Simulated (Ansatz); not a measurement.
Here is the system:

Mg₂Rh:
```xyz
3
Lattice="-1.5845 1.5845 5.0142 1.5845 -1.5845 5.0142 1.5845 1.5845 -5.0142" Properties=species:S:1:pos:R:3 pbc="T T T"
Mg     0.0000     0.0000     6.4525
Mg     0.0000     0.0000     3.5760
Rh     0.0000     0.0000     0.0000
```

This is the PBEsol-relaxed structure.

### Question
All from DFT-PBEsol in the program Ansatz with PAW potentials, unless another level is named. Estimate the formation energy from the elements (no fitted shifts).

### Answer
-0.37 eV/atom.

### Question
What about the density of states at the Fermi level?

### Answer
0.32 states/eV per atom (mean over ±0.08 eV).

Space group I4/mmm (MoSi2 or CaC2 type). The first step of the workflow began from a Materials Project structure, measured or hypothetical; the Crystallography Open Database copy checked does not list it. Its standing as an ambient phase is unchecked. Symmetry was held in the PBEsol relaxation; whether a distortion lowers the energy is not shown. The run is not spin-polarised. The references are the lowest solids computed at this level, not always the standard phases. Spin–orbit coupling is left out wherever it is not named.

Potentials: the later of the program's two PAW sets.
